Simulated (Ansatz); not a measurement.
HfO₂ (tetragonal-ZrO2 type, space group P4_2/nmc)

```
CELL_PARAMETERS angstrom
      3.57678     0.00000     0.00000
      0.00000     3.57678     0.00000
      0.00000     0.00000     5.20264
ATOMIC_POSITIONS crystal
  Hf 0.00000 0.00000 0.00000
  Hf 0.50000 0.50000 0.50000
  O  0.00000 0.50000 0.19616
  O  0.00000 0.50000 0.69616
  O  0.50000 0.00000 0.30384
  O  0.50000 0.00000 0.80384
```

The slice is a (001) plane (indices of the conventional cell) through the point (0.500, 0.000, 0.304) (fractional), spanned by u = [100] and v = [010] in vectors of this cell: u (3.58 Å) and v (3.58 Å, at 90° to u). It covers one period; positions are fractions (u, v).

These are r2SCAN (plane waves to 500 eV, PAW, scalar-relativistic; Ansatz, a program for electronic structure) values and carry that method's errors. k mesh 9×9×7. Inside the PAW spheres the values are not all-electron values, and peaks at nuclei hang on which shells count as valence. HfO2 is run without spin polarisation. HfO2 was relaxed with its symmetry unable to fall. Spin-orbit coupling is left out, though Hf is heavy. This is a high-temperature form of HfO2.

**Question.** Sketch the density of the highest valence band (whole band, smooth part) on this plane as a map.

**Answer.** 
```
|1155887733110000000000000000001133778855|
|3344554422110000000000000000001122445544|
|2233332211000000000000000000000011223333|
|1111110000000000000000000000000000001111|
|0000000000000000000000000000000000000000|
|0000000000000000000011000000000000000000|
|0000000000000011112222221111000000000000|
|0000000000001122334455443322110000000000|
|0000000000001133557788775533110000000000|
|0000000000112244669999996644221100000000|
|0000000000001133557788775533110000000000|
|0000000000001122334455443322110000000000|
|0000000000000011112222221111000000000000|
|0000000000000000000011000000000000000000|
|0000000000000000000000000000000000000000|
|1111110000000000000000000000000000001111|
|2233332211000000000000000000000011223333|
|3344554422110000000000000000001122445544|
|1155887733110000000000000000001133778855|
|0044998844110000000000000000001144889944|
```
Scale: ten equal steps from 0.001 (start of '0') to 0.206 (end of '9'), in the order '0123456789'. Values: density of the highest valence band (whole band, smooth part) in e/Å³. The map has 20 points along u (two characters each, u = 0 at the left) and 20 along v (v = 0 in the bottom row).
